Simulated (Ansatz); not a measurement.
The elements of this relaxed trial crystal are hidden behind letters.

```
lattice vectors (Å)
   3.8683    0.0000    0.0000
   0.0000    3.8683    0.0000
   0.0000    0.0000    5.3026
fractional positions
X 0.0000 0.0000 0.5000
Z 0.5000 0.5000 0.0000
Q 0.5000 0.5000 0.5000
Q 0.0000 0.0000 0.0000
```

The calculation used DFT PBE, scalar-relativistic, plane waves, PAW in Ansatz. The final run on the 4-atom cell used 420 eV, a Γ-centred 12×12×10 mesh, 0.10 eV smearing and no spin polarisation.

- Space group: P4/mmm (No. 123)
- Conventional cell: a = 3.868 Å, c = 5.303 Å
- Volume per atom: 19.84 Å³
- Density: 7.57 g/cm³
- Energy over the elements: −0.42 eV/atom
- Gap on the 12×12×10 mesh of the 4-atom cell: 0 eV (a metal)

Energies are uncorrected and count from the elements' standard states at the same level.

**Question.** X is an s-block element of period 3, Z is a d-block element of period 6 and Q is a p-block element of period 4. Which elements are they?

**Answer.** X = Na, Z = Ta, Q = Se, so the formula is NaTaSe2. Density times volume gives a mean mass of 7.57 × 19.84/1.6605 = 90.4 u per atom, and this set has 90.5 u. Around Na lie 6 Se at 2.65–2.74 Å; Ta has 6 Se at 2.65–2.74 Å; around Se on its first site lie 2 Ta at 2.65 Å and 4 Na at 2.74 Å; 1 more site not described. Other sets within the hints have nearly the same mass, so mass alone doesn't settle it; this one was computed.

Spin–orbit coupling, which can matter for Ta, is left out. The cell is a metal run without spin; a magnetic state may lie lower. Symmetry constrained the relaxation, so the result can be a saddle point.
